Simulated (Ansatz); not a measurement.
Sc (diamond, Fd-3m) at seven volumes, PBE in the plane-wave PAW code Ansatz, scaled uniformly. One row is withheld.

```csv
V (Å³/atom),P (GPa)
31.019,?
32.042,0.72
33.064,0.30
34.087,0.00
35.110,-0.22
36.132,-0.43
37.155,-0.64
```

**Question.** Fit the shown pressures and predict the withheld one.

**Answer.** P = (3/2)B₀(x^(7/2) − x^(5/2))[1 + (3/4)(B′ − 4)(x − 1)] with x = (V₀/V)^(2/3). Least squares on the six rows gives V₀ = 34.135 Å³/atom, B₀ = 9.3 GPa, B′ = 5.69. At V = 31.019, x = 1.0659 and P = 1.17 GPa. The run itself gave 1.28 GPa.

The start of the workflow was typed in or built on a structure type; neither database checked (COD, Materials Project) lists it. It is not the phase usual at ambient conditions (space group No. 194). Symmetry was held in the PBE relaxation; whether a distortion lowers the energy is not shown. No spin polarisation was allowed.

Potentials: the later of the program's two PAW sets.
